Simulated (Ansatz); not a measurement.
## Property card for ZnSe₃

The calculation used Ansatz, DFT PBE, scalar-relativistic, plane waves, PAW.

Settings: cutoff 420 eV, Γ-centred mesh 6×6×10 on the computed 8-atom cell, Gaussian smearing of 0.10 eV; no spin polarisation.

The structure is relaxed at this level of theory with its symmetry kept, and needn't be the ground state of this composition.

```cif
data_structure
_symmetry_space_group_name_H-M 'P 1'
_symmetry_Int_Tables_number 1
_cell_length_a 7.6690
_cell_length_b 7.6690
_cell_length_c 4.1154
_cell_angle_alpha 90.000
_cell_angle_beta 90.000
_cell_angle_gamma 120.000
_cell_volume 209.61
loop_
_atom_site_label
_atom_site_type_symbol
_atom_site_fract_x
_atom_site_fract_y
_atom_site_fract_z
_atom_site_occupancy
Zn1 Zn 0.33333 0.66667 0.75000 1
Zn2 Zn 0.66667 0.33333 0.25000 1
Se1 Se 0.84832 0.69663 0.25000 1
Se2 Se 0.30337 0.15168 0.25000 1
Se3 Se 0.84832 0.15168 0.25000 1
Se4 Se 0.15168 0.30337 0.75000 1
Se5 Se 0.69663 0.84832 0.75000 1
Se6 Se 0.15168 0.84832 0.75000 1
```

(1) Formation energy from the elements' standard states (uncorrected)?

(2) Kohn–Sham band gap?

(3) Density of states at the Fermi level?

(4) Orbital (Löwdin) character within 0.5 eV of the Fermi level?

(5) Bader charge by site (e)?

Answers

(1) +0.064 eV/atom.

(2) none (metal).

(3) 2.5 states/eV per cell.

(4) Se 4p 91 %, unprojected 5 %.

(5) Zn (2 in the cell) 0.63, Se (6 in the cell) -0.21.

The cell was found from a structure generator's guess, not taken from experiment. Löwdin shares on free-atom orbitals overweight diffuse shells.
